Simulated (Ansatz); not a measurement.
**Structures of K3Co: which is lowest?**

Plane-wave DFT in Ansatz with scalar-relativistic PAW potentials, cutoff 420 eV, Γ-centred meshes chosen by cell and gap, Gaussian smearing with energies taken to zero width. Every cell was relaxed (cell and atoms) in a run of its own, within the symmetry of its start. Functional: PBE.

Relaxed structures (starts from databases or built by putting these elements on another compound's sites):
A. I4/mmm, 4 atoms in the computed cell, a = 6.228 Å, c = 9.123 Å; sites (symmetry × multiplicity) K -4m2 × 4 + 4/mmm × 2, Co 4/mmm × 2; start: built
B. Pm-3m, 4 atoms in the computed cell, a = 5.739 Å; sites (symmetry × multiplicity) K 4/mm.m × 3, Co m-3m × 1; start: built

Task: Rank them by energy. Could pressure change the order?

Result:
```tsv
structure	group	E − E(lowest) (meV/atom)	V (Å³/atom)	gap on mesh (eV)
A	I4/mmm	0.0	44.23	0.00
B	Pm-3m	16.1	47.25	0.00
```

A is lowest, 16 meV/atom under B. The lowest is also the densest of these, so pressure wouldn't bring one of the others in at first order. Other structures may lie lower than all of these, and vibrations aren't counted.

Magnetic cells started from one order each; another order can shift an energy by tens of meV per atom.